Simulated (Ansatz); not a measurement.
Theory: DFT PBE, scalar-relativistic, plane waves, PAW in Ansatz 0.2.0. Settings: cutoff 420 eV, Γ-centred meshes spaced at most about 0.3 Å⁻¹, and about 0.25 Å⁻¹ or finer for metals (2π included), Gaussian smearing. Collinear spin in cells that started with moments and kept them past the coarse steps, no spin elsewhere.

All energies are static (0 K, no zero-point motion). All come from trial cells, and lower structures may exist.

Question: These unrelaxed guesses for Sr₂V are each relaxed within their symmetry. Order them by the energy at which they end, lowest first.
A.

Space group P4/mmm (No. 123). a = 3.252 Å, b = 3.252 Å, c = 6.196 Å, α = 90.00°, β = 90.00°, γ = 90.00°
```json
{"atom": "Sr", "site": "2h", "symmetry": "4mm", "x": "0.5000", "y": "0.5000", "z": "0.7286"}
{"atom": "V", "site": "1a", "symmetry": "4/mmm", "x": "0.0000", "y": "0.0000", "z": "0.0000"}
```

B.

Space group Fm-3m (No. 225). a = 7.165 Å, b = 7.165 Å, c = 7.165 Å, α = 90.00°, β = 90.00°, γ = 90.00°
```json
{"atom": "Sr", "site": "8c", "symmetry": "-43m", "x": "0.2500", "y": "0.7500", "z": "0.7500"}
{"atom": "V", "site": "4a", "symmetry": "m-3m", "x": "0.0000", "y": "0.0000", "z": "0.0000"}
```

C.

Space group P-3m1 (No. 164). a = 3.756 Å, b = 3.756 Å, c = 6.758 Å, α = 90.00°, β = 90.00°, γ = 120.00°
| atom | site | symmetry | x | y | z |
| --- | --- | --- | --- | --- | --- |
| Sr | 2d | 3m. | 0.3333 | 0.6667 | 0.2786 |
| V | 1b | -3m. | 0.0000 | 0.0000 | 0.5000 |

D.

Space group P6/mmm (No. 191). a = 4.118 Å, b = 4.118 Å, c = 4.389 Å, α = 90.00°, β = 90.00°, γ = 120.00°
```
atom  site  symmetry       x       y       z
  Sr    2d      -6m2  0.3333  0.6667  0.5000
   V    1a     6/mmm  0.0000  0.0000  0.0000
```

Answer: A (ends in P4/mmm, 0 meV/atom), C (ends in P-3m1, 76 meV/atom), B (ends in Fm-3m, fluorite type, 116 meV/atom), D (ends in P6/mmm, 147 meV/atom). Even the lowest end lies +0.75 eV/atom against the elements.

The magnetic state reached may not be the lowest. Cells relaxed within their symmetry can be saddle points. Some types were kept out of the candidates beforehand, so the set may lack a known form.
